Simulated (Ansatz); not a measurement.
The cell comes from COD entry 1522697, which wasn't checked; take it as a given geometry.

An input for TiHg and the output that it gave: DFT, LDA, all-electron PAW with datasets made for the crystal, scalar-relativistic (Ansatz 0.2.0).

Command: `ansatz run input.yaml --threads 1 --pin off --max-ram 3072MiB --backend cpu --events-out ev --progress --plain --runs-dir out` The run took 23 s on 1 thread of Intel(R) Xeon(R) 6975P-C (Granite Rapids), on a shared host, peak memory 0.75 GiB.

```yaml
crystal:
  lattice:
    - [3.009, 0.0, 0.0]
    - [0.0, 3.009, 0.0]
    - [0.0, 0.0, 4.041]
  atoms:
    - { symbol: Ti, position: [0.5, 0.5, 0.5] }
    - { symbol: Hg, position: [0.0, 0.0, 0.0] }
kpoints:
  mp_grid: { grid: [14, 14, 10] }
  band_path:
    path:
      - [0.0, 0.0, 0.0]
      - [0.0, 0.5, 0.0]
      - [0.5, 0.5, 0.0]
      - [0.0, 0.0, 0.0]
      - [0.0, 0.0, 0.5]
      - [0.0, 0.5, 0.5]
      - [0.5, 0.5, 0.5]
      - [0.0, 0.0, 0.5]
      - [0.0, 0.5, 0.0]
    npoints: 8
scf:
  occupations: { method: fermi_dirac, width: 0.08 }
hamiltonian:
  xc: lda
  pseudopotentials: { kind: all_electron, datasets: crystal }
output:
  forces: true
  stress: true
  eigenvalues: true
  efg: { contact_densities: true }
```

The log:

```
hamiltonian.pseudopotentials.datasets: crystal makes datasets for this crystal and solves the spheres of its atoms anew in each pass: cutoff 260.0 eV, the density's 1040.0 eV; for an error of 0.50 meV an atom under PBE, 1.0 meV for the cell; an energy difference from a run of another recipe may be off by several times the error for the cell, under r2SCAN by more, where some 0.1 meV an atom stays at smaller errors; Ti in spheres of 1.376 Å, 12 of its electrons in bands; Hg in spheres of 1.376 Å, 20 of its electrons in bands
band count auto-derived: 21 (N_el = 32.0; filled up to band 16; 20 by the electrons, moments and atoms)
Hg: output.efg is read without spin–orbit coupling, which moves field gradients at and beside such atoms by some per cent and up to a factor of two; PAW files take it under magnetization.noncollinear and magnetization.spin_orbit
Engine: ansatz 0.2.0
Pseudopotentials: kind: all_electron
Pseudopotential: Ti, paw, valence charge 12, recommended cutoff 260 eV (normal), Koelling and Harmon's equation, gaussian nucleus
Pseudopotential: Hg, paw, valence charge 20, recommended cutoff 260 eV (normal), Koelling and Harmon's equation, gaussian nucleus
Functional definition: SPW92
  exchange = slater_x
  correlation = pw_c
Crystal: 2 atoms, lattice volume = 36.588 Å³
Basis set: ecut = 260 eV, 351 PW (Γ)
Bands: 21, of which v1, the nominal top of the filled ones, is band 16 counted from 1 (15 counted from 0)
Symmetry: 16 space group operations
Space group: P4/mmm (ITA 123), of the structure as read, at distance tolerance 3.3e-5 Å
k-points: 216 of 1960
Non-local potential: Ti, projectors of the file, l = 0: 2, l = 1: 2, l = 2: 2
Non-local potential: Hg, projectors of the file, l = 0: 3, l = 1: 2, l = 2: 2
PAW form: soft (Blöchl's): semilocal exchange-correlation on the pseudo side does not see the compensation charge
PAW one-centre angular grid: Ti, 590 points (default); XC on its mesh's 1951 points in the sphere
PAW one-centre angular grid: Hg, 590 points (default); XC on its mesh's 1813 points in the sphere
Initial density: superposition of atomic densities (neutral atoms: chi_scale 0, normalization atom)
Initial wavefunctions: pseudopotential atomic-orbital guess
Functional: x = slater, c = lda
iter 1 solved again at ethr=1.27e-2 eV; its pass at ethr=1.00e-1 eV (dr2=4.06e0 eV) is discarded
SCF iter   1: F=—  HF=-556724.433366 eV  |F-HF|=—  |Δ(HF+E_count)|=         —  Δρ=7.98e-2  dr2=4.12e0  ethr=1.27e-2  ⟨swp⟩=2.0  Hψ=22647  notcnv=0
preconditioner: auto → Kerker (q_TF=auto, 2.668 Å⁻¹)  [metal: Δε(μ)=0.002 eV  Ē_g=7.008 eV  σ=0.080 eV  W_gap=0.01  n_scr=14 (ndim 8)  ℏωp=24.6 eV  f_vac=0.000  D(μ)=2.18/eV (n_scr^D=20)]
SCF iter   2: F=—  HF=-556723.715299 eV  |F-HF|=—  |Δ(HF+E_count)|=   7.18e-1  Δρ=3.65e-2  dr2=9.09e-1  ethr=1.27e-2  ⟨swp⟩=2.1  Hψ=9087  notcnv=0
SCF iter   3: F=—  HF=-556723.410303 eV  |F-HF|=—  |Δ(HF+E_count)|=   3.05e-1  Δρ=1.35e-2  dr2=1.84e-1  ethr=2.84e-3  ⟨swp⟩=3.0  Hψ=10085  notcnv=0
SCF iter   4: F=—  HF=-556723.407242 eV  |F-HF|=—  |Δ(HF+E_count)|=   3.06e-3  Δρ=1.02e-2  dr2=3.31e-2  ethr=5.74e-4  ⟨swp⟩=3.0  Hψ=12272  notcnv=0
SCF iter   5: F=—  HF=-556723.423356 eV  |F-HF|=—  |Δ(HF+E_count)|=   1.61e-2  Δρ=6.54e-3  dr2=1.39e-2  ethr=1.03e-4  ⟨swp⟩=3.0  Hψ=10159  notcnv=0  defer=1
SCF iter   6: F=—  HF=-556723.419796 eV  |F-HF|=—  |Δ(HF+E_count)|=   3.56e-3  Δρ=1.43e-3  dr2=1.39e-3  ethr=4.33e-5  ⟨swp⟩=3.0  Hψ=9446  notcnv=0  defer=1
SCF iter   7: F=—  HF=-556723.421893 eV  |F-HF|=—  |Δ(HF+E_count)|=   2.10e-3  Δρ=1.24e-3  dr2=9.00e-4  ethr=4.34e-6  ⟨swp⟩=3.1  Hψ=10462  notcnv=0  defer=1
SCF iter   8: F=—  HF=-556723.421810 eV  |F-HF|=—  |Δ(HF+E_count)|=   8.37e-5  Δρ=6.39e-4  dr2=2.28e-4  ethr=2.81e-6  ⟨swp⟩=2.0  Hψ=8154  notcnv=0
iter 9 solved again at ethr=1.72e-8 eV; its pass at ethr=7.11e-7 eV (dr2=5.50e-6 eV) is discarded
SCF iter   9: F=—  HF=-556723.421771 eV  |F-HF|=—  |Δ(HF+E_count)|=   3.89e-5  Δρ=1.12e-4  dr2=5.59e-6  ethr=1.72e-8  ⟨swp⟩=2.8  Hψ=17408  notcnv=0
SCF iter  10: F=—  HF=-556723.421769 eV  |F-HF|=—  |Δ(HF+E_count)|=   1.48e-6  Δρ=2.55e-5  dr2=3.51e-7  ethr=1.72e-8  ⟨swp⟩=3.1  Hψ=8691  notcnv=0
SCF iter  11: F=—  HF=-556723.421769 eV  |F-HF|=—  |Δ(HF+E_count)|=   1.29e-8  Δρ=2.10e-5  dr2=1.75e-7  ethr=1.10e-9  ⟨swp⟩=4.0  Hψ=9704  notcnv=0
SCF iter  12: F=-556723.421769 eV  HF=-556723.421769 eV  |F-HF|=2.54e-8  |Δ(HF+E_count)|=   6.52e-9  Δρ=8.88e-6  dr2=3.29e-8  ethr=5.48e-10  ⟨swp⟩=3.1  Hψ=8552  notcnv=0
SCF 1 converged in 12 iterations: F = -556723.421774 eV  dr2 = 3.29e-8
  Residual-converged pass: ⟨swp⟩=3.3  Hψ=10310  notcnv=0  max |occ|·‖R‖ = 5.3e-6 eV (tolerance 5.3e-6 eV)  dr2=3.30e-8  dr2_onsite=8.10e-9  max |Δocc| = 3.1e-9
  greatest PAW one-centre occupation: 1.002 electrons in one spin orbital (limit 2), on the Hg atom at site 1 (counted from 0), in its partial waves of l = 1
NSCF: frozen V_eff on 65 k-points
SCF converged after 12 iterations
Free energy (F): -556723.421774 eV
Harris-Foulkes:  -556723.421774 eV  (|F-HF|=2.54e-8)
Internal energy: -556723.365166 eV  (E = F + TS)
E sigma→0 (E₀):  -556723.393470 eV
Entropy (-TS):   -0.056607 eV (-28.304 meV/atom)
Past the cutoff: the bands carry plane waves up to 1.75 times it, of which those up to 1.5 times it add -0.000421 eV an atom, each by itself; the spheres take 0.000534 eV an atom off the energy for waves past 1.75 times it
By the cutoff:   a pressure is off by up to 0.010 GPa (1.2 times the spheres' own share and the shells' term, over an atom's volume, and 0.004 GPa: a bound that held against runs at twice the plane waves)
Past the cutoffs: a stress includes 0.0011 GPa for waves and charges beyond them, in addition to the slope of what the spheres take
In the spheres:  the bands' charges fall short by 1.0e-6 e at most (sound up to 1e-3)
Fermi energy:    18.460201 eV
--- Per-component energies (eV) ---
  The terms above E_closure are by the made datasets' own strengths, without shells solved beside the bands.
--- Forces (eV/Å), atoms counted from 1 ---
  atom   1  Ti     0.00000000    -0.00000000    -0.00000000
  atom   2  Hg    -0.00000000     0.00000000     0.00000000
  max |Σ_I F_I| component: 5.23e-30 eV/Å
--- Stress (GPa, compression-positive) ---
       -6.868837      -0.000000       0.000000
       -0.000000      -6.868837       0.000000
        0.000000       0.000000      -6.203585
  P = ⅓ Tr σ = -6.6471 GPa (-66.471 kbar)
--- PAW observables at the nuclei: V_zz in 10²¹ V/m², potentials from the cell's mean, atoms counted from 1 ---
  atom   1  Ti V_zz =    +2.933886   η = 0.0000   by run symmetry: allowed
            electrostatic potential = -2532.434578 V   contact ρ = 56463.885594 e/Å³
  atom   2  Hg V_zz =   -20.246278   η = 0.0000   by run symmetry: allowed
            electrostatic potential = -16789.354250 V   contact ρ = 14066335.129985 e/Å³
--- Band table (eV; the first three rows and the last of 216) ---
  k-point 0: bands = ["-97.0912", "-45.3735", "-45.3522", "-45.3522", "-38.0085", "-14.7022", "-14.3709", "-14.3709", "9.0599", "9.9208", "10.4121", "11.4840", "11.4840", "11.9680", "18.0066", "18.1639", "19.7062", "20.4051", "20.4051"]
  k-point 1: bands = ["-97.0912", "-45.3736", "-45.3522", "-45.3522", "-38.0083", "-14.7040", "-14.3710", "-14.3710", "9.1315", "9.9277", "10.4758", "11.4883", "11.4883", "11.9698", "17.8015", "17.9785", "19.5434", "20.3192", "20.3192"]
  k-point 2: bands = ["-97.0912", "-45.3738", "-45.3522", "-45.3522", "-38.0080", "-14.7090", "-14.3711", "-14.3711", "9.3159", "9.9461", "10.6839", "11.4996", "11.4996", "11.9744", "16.8066", "17.9054", "19.3519", "20.1101", "20.1101"]
  k-point 215: bands = ["-97.0887", "-45.3948", "-45.3948", "-45.3666", "-37.9518", "-14.6584", "-14.6056", "-14.6056", "10.1024", "10.6422", "10.6422", "11.7861", "12.6885", "16.3873", "16.7545", "16.7545", "19.6244", "20.0388", "21.6530"]
```
